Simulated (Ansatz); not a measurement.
Relaxed-ion elastic tensor of Al$_{3}$V (Cu3Au type, Pm-3m) in GPa (Voigt order), the program Ansatz at the PBEsol level (PAW); density 3.78 g/cm³, 14.48 Å³ per atom.

```
 178  96.8  96.8   0.0   0.0   0.0
96.8   178  96.8   0.0   0.0   0.0
96.8  96.8   178   0.0   0.0   0.0
 0.0   0.0   0.0  95.0   0.0   0.0
 0.0   0.0   0.0   0.0  95.0   0.0
 0.0   0.0   0.0   0.0   0.0  95.0
```

Question: Is the crystal mechanically stable?

Answer: Yes: the smallest eigenvalue of C is 80.7 GPa.

Question: Work out the Voigt, Reuss and Hill averages.

Answer: K_V = 124, K_R = 124, K_H = 124; G_V = 73.2, G_R = 61.6, G_H = 67.4 GPa.

Question: Give Young's modulus, Poisson's ratio, Pugh's ratio and the universal anisotropy index.

Answer: E = 9KG/(3K + G) = 171 GPa; ν = 0.27; K/G = 1.84 (near the Pugh limit of 1.75, no verdict); A_U = 5G_V/G_R + K_V/K_R − 6 = 0.94.

Question: Estimate the sound speeds and the Debye temperature.

Answer: v_l = √((K + 4G/3)/ρ) = 7520 m/s, v_t = √(G/ρ) = 4220 m/s, mean 4700 m/s; Θ = (h/k)(3n/4πV)^(1/3) v_m = 574 K.

Question: Give the Zener ratio and Young's modulus along [100], [110] and [111].

Answer: A = 2C44/(C11 − C12) = 2.36; 1/E = S11 − 2(S11 − S12 − S44/2)Γ with Γ = 0, 1/4, 1/3 gives 109, 179, 227 GPa.

The first step of the workflow began from a Materials Project structure, measured or hypothetical; the Crystallography Open Database copy checked does not list it. Whether it is the stable phase at ambient conditions was not checked. The PBEsol relaxation kept the symmetry of its start; its stability against distortions is not shown here. The run is not spin-polarised. As this level gives no gap, shear constants depend on the k-mesh and smearing (Fermi–Dirac, 0.1 eV here).

Potentials: the later of the program's two PAW sets.
